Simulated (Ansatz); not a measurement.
Here is the system:

InAs:
```
InAs
1.0
    4.03436     0.00000     0.00000
   -2.01718     3.49386     0.00000
    0.00000     0.00000     6.84150
In As
2 2
Cartesian
  0.00000   0.00000   0.00000
  0.00000   0.00000   3.42075
  0.00000   2.32924   1.71038
  2.01718   1.16462   5.13113
```

This is the PBE-relaxed structure.

All from the program Ansatz at the PBE level (PAW), unless another level is named. Estimate the electronic character.

metallic (no gap).

What about the density of states at the Fermi level?

0.42 states/eV per atom (mean over ±0.08 eV).

What about the formation energy from the elements (no fitted shifts)?

-0.1 kJ/mol of atoms.

Space group P6_3/mmc (NiAs type). A made-up cell: these elements were put on the sites of a structure type; neither database checked (COD, Materials Project) lists it. It is not the phase usual at ambient conditions (space group No. 216). The PBE relaxation kept the symmetry of its start; its stability against distortions is not shown here. The references are the lowest solids computed at this level, not always the standard phases. Spin–orbit coupling is left out wherever it is not named.

Potentials: the later of the program's two PAW sets.
